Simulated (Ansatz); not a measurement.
Given:

HfSi$_{2}$:
```cif
data_Hf4Si8
_chemical_formula_sum 'Si8 Hf4'
_space_group_name_H-M_alt 'Cmcm'
_space_group_IT_number 63
_space_group_name_Hall '-C 2c 2'
_cell_length_a 3.68409
_cell_length_b 14.58444
_cell_length_c 3.65934
_cell_angle_alpha 90.000
_cell_angle_beta 90.000
_cell_angle_gamma 90.000
loop_
_atom_site_label
_atom_site_type_symbol
_atom_site_symmetry_multiplicity
_atom_site_Wyckoff_symbol
_atom_site_fract_x
_atom_site_fract_y
_atom_site_fract_z
_atom_site_occupancy
Si1 Si 4 c 0.00000 0.05438 0.25000 1
Si2 Si 4 c 0.00000 0.24975 0.75000 1
Hf1 Hf 4 c 0.00000 0.39455 0.25000 1
```
(The calculation used a cell of 6 atoms; values per cell refer to that cell.)

This is the PBE-relaxed structure.

All from plane-wave PAW PBE (Ansatz code), unless another level is named. Predict the electronic character.

metallic (no gap).

Predict the formation energy from the elements (no fitted shifts).

-54 kJ/mol of atoms.

Give the density of states at the Fermi level.

0.23 states/eV per atom (mean over ±0.08 eV).

The PBE relaxation kept the symmetry of its start. No spin polarisation was allowed. The references are the lowest solids computed at this level, not always the standard phases. Scalar-relativistic: spin–orbit coupling is off unless named, which matters more the heavier the elements.

Potentials: the later of the program's two PAW sets.
